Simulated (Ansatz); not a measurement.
## Cd$_{2}$P$_{3}$H, a known structure type with other elements, at an estimated volume

```
H Cd P
1.0
     3.77259    4.29045    0.00000
     3.77259   -4.29045    0.00000
     1.31441    0.00000   -6.98978
H Cd P
2 4 6
Direct
  0.61712 0.87028 0.96590
  0.87028 0.61712 0.46590
  0.14510 0.85490 0.00000
  0.85490 0.14510 0.50000
  0.63390 0.34750 0.91930
  0.34750 0.63390 0.41930
  0.16820 0.07240 0.68240
  0.07240 0.16820 0.18240
  0.03230 0.45130 0.96100
  0.45130 0.03230 0.46100
  0.41620 0.32240 0.24270
  0.32240 0.41620 0.74270
```

Single point in Ansatz 0.2.0 with r2SCAN, no spin polarisation. Cutoff 500 eV, PAW datasets, 5×5×4 Γ-centred k mesh, fermi-dirac filling (width 0.0652 eV).

(1) Which atom feels the largest force, and which way?

(2) Is it stable against the elements?

(3) What is the band gap?

(4) Is the cell too large or too small?

Origin: a known structure type with other elements, at an estimated volume, so it need not be a known compound.

Results:

(1) The largest is on P9 (and as large on other atoms): 1.29 eV/Å, components (0.33, 1.25, -0.07). It makes 54° with the line to a nearest neighbour, P8 at 2.17 Å.

(2) 0.23 eV an atom against the elements' usual phases (free molecules for gases, crystals otherwise, with no correction for O₂ or N₂), so at this geometry it isn't bound against them. Relaxing would lower it.

(3) The gap is 1.24 eV, indirect (the least direct gap found is 1.88 eV).

(4) The pressure is 10.4 GPa (compression positive), so with the atoms held at these fractions the cell would first expand; the forces are large, so a full relaxation may end otherwise. The principal stresses 8.2, 8.5, 14.5 GPa differ, so its shape would change too.
